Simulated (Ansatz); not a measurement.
A geometry of Ti$_{3}$Al away from equilibrium: step 2 of the relaxation of a randomly generated symmetric cell of Ti3Al (space group No. 160). The numbers are results of PBEsol (plane waves to 420 eV, PAW, scalar-relativistic; Ansatz, a program for electronic structure), not measurements. Γ-centred k-mesh 9×9×9 on the run's cell (coarser than for final values), Fermi–Dirac smearing 0.05 eV. The plane waves were selected for a different cell earlier on the path.

```xyz
4
Lattice="3.9804 2.2981 1.3249 -3.9804 2.2981 1.3249 0.0000 -4.5962 1.3249" Properties=species:S:1:pos:R:3 pbc="T T T"
Al     0.0000     0.0000     1.4261
Ti     2.1051    -1.2154     2.2522
Ti     0.0000     2.4308     2.2522
Ti    -2.1051    -1.2154     2.2522
```

**Question.** Give the Cartesian forces on all atoms (eV/Å).

**Answer.** 
| atom | Fx | Fy | Fz |
|---|---|---|---|
| Al1 | 0.00 | 0.00 | -0.46 |
| Ti2 | 1.33 | -0.77 | 0.15 |
| Ti3 | 0.00 | 1.54 | 0.15 |
| Ti4 | -1.33 | -0.77 | 0.15 |

The path ends in R3m (No. 160). No spin polarisation in the result.

The run could not lose the symmetry of its start, so the end can be a saddle point.

The end of the path is a generated cell of Ti3Al: the first start was made by a random draw of sites in a space group, and the end was not matched to a known phase here, so it may be hypothetical. Known forms of Ti3Al include space group No. 194.
